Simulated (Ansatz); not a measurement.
AlN in space group P4/mmm (No. 123; Al on 1c, N on 1a), a = b = 2.6808 Å, c = 3.8436 Å, α = β = γ = 90.00°.

Relaxed with PBE+D3(BJ).

Task: Give the optical modes at the zone centre with their infrared activity from DFPT, PBE+D3(BJ) in the plane-wave PAW code Ansatz.

Result: Transverse frequencies, without the LO–TO term; a row sums one degenerate level.

```csv
ω (cm⁻¹),degeneracy,IR ((D/Å)²/amu),activity,symmetry
411,1,2.85,IR,A2u
691,2,54.36,IR,Eu
```

Task: How high does the top mode go among those that the LO–TO term moves?

Result: 943 cm⁻¹ for q along x, 943 cm⁻¹ for q along y, 479 cm⁻¹ for q along z.

A made-up cell: these elements were put on the sites of a structure type; neither database checked (COD, Materials Project) lists it. It is not the phase usual at ambient conditions (space group No. 186, 216). The cell was relaxed with PBE+D3(BJ) under the symmetry of its start. At this level the phase is dynamically unstable (imaginary phonons).

Potentials: the later of the program's two PAW sets.
